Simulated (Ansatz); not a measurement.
A geometry of Nb away from equilibrium: step 6 of the relaxation of a relaxed Nb cell displaced along its unstable phonon at q = (½, 0, 0) of its primitive reciprocal cell (102i cm⁻¹), largest move 0.15 Å. Method: PBEsol (plane waves to 420 eV, PAW, scalar-relativistic; Ansatz, a quantum-chemistry and plane-wave program). Γ-centred k-mesh 4×8×7 on the run's cell (coarser than for final values), Fermi–Dirac smearing 0.05 eV. The plane waves were selected for a different cell earlier on the path.

```
Nb
1.0
    8.47972    -0.13875     0.00000
   -2.18001     3.77589     0.00000
    0.00000     0.00000     4.82925
Nb
8
Cartesian
  0.26514   0.15308   2.21102
  4.50500   0.08370   0.20360
 -0.26514  -0.15308   4.62565
  3.97472  -0.22246   2.61823
 -0.07165   2.47589   0.42882
  4.16821   2.40651   1.98580
  2.13150   1.23062   4.40043
  6.37136   1.16125   2.84345
```

Q: Give the Cartesian forces on all atoms (eV/Å).

A: 
```
atom     Fx     Fy     Fz
----  -----  -----  -----
Nb1    2.27   1.31   0.07
Nb2    2.27   1.31  -0.07
Nb3   -2.27  -1.31   0.07
Nb4   -2.27  -1.31  -0.07
Nb5   -1.32  -0.76   0.42
Nb6   -1.32  -0.76  -0.42
Nb7    1.32   0.76  -0.42
Nb8    1.32   0.76   0.42
```

The path ends in Im-3m (No. 229) (bcc (W type)). No spin polarisation in the result.

The run could not lose the symmetry of its start.

Of the parent cell (P6₃/mmc (No. 194)): it is a generated cell of Nb: the first start was made by placing the elements on the sites of a structure type, and the end was not matched to a known phase here, so it may be hypothetical. Known forms of Nb include space group No. 229.
